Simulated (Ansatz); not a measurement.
## Sr: all-electron results

```
Sr
1.0
     4.31000    0.00000    0.00000
    -2.15500    3.73257    0.00000
     0.00000    0.00000    7.05000
Sr
2
Cartesian
  0.0000 2.4884 1.7625
  2.1550 1.2442 5.2875
```

Atoms are numbered in the order listed.

The cell is COD entry 1540836, as deposited and not checked against the literature; nothing was relaxed.

Computed with Ansatz 0.2.0, DFT, LDA, all-electron LAPW, scalar-relativistic.

Sampling and basis: a Γ-centred 10×10×5 k mesh, Fermi–Dirac smearing of 0.08 eV, basis error target 1 meV/atom, no spin polarisation.

```json
{
 "Band gap": "none at this level of theory (metallic, semimetallic, or a small gap that the functional closes)",
 "Volume per atom": "56.71 Å³"
}
```

(1) Predict this quantity. Density of states at the Fermi level (0.2 eV bin).

(2) Give the computed value. Pressure at this cell.

(3) Give the computed value. Stress xx, yy, zz (compression positive).

Results:

(1) 1.42 states/eV per cell.

(2) -15.5 kbar.

(3) -1.57, -1.57, -1.52 GPa.
